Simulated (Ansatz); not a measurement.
According to r²SCAN (plane waves, PAW; program Ansatz), C in the cubic phase (Pn-3m; C on 24j) relaxes to a = 6.064 Å. C has 3 nearest neighbours from 1.40 Å (trigonal planar).

It is gapped at this level: 3.11 eV (indirect). The valence maximum lies at Γ and the conduction minimum on the R–M line, 49 % of the way from R (6 equivalent valleys). The screened hybrid HSE06 puts the gap at 3.74 eV. The electron mass is 0.58, 0.58, 8.4 mₑ (principal values).

An equation-of-state fit gives a bulk modulus of 2600 kbar. The relaxed-ion elastic constants in GPa are C11 = 362, C12 = 210, C44 = 169. The elastic constants imply a Debye temperature near 1190 K.

The start of the workflow was typed in or built on a structure type; neither database checked (COD, Materials Project) lists it. It is not the phase usual at ambient conditions (space group No. 194, 227). The cell was relaxed with r²SCAN under the symmetry of its start; its stability against distortions is not shown here.

Potentials: the later of the program's two PAW sets.
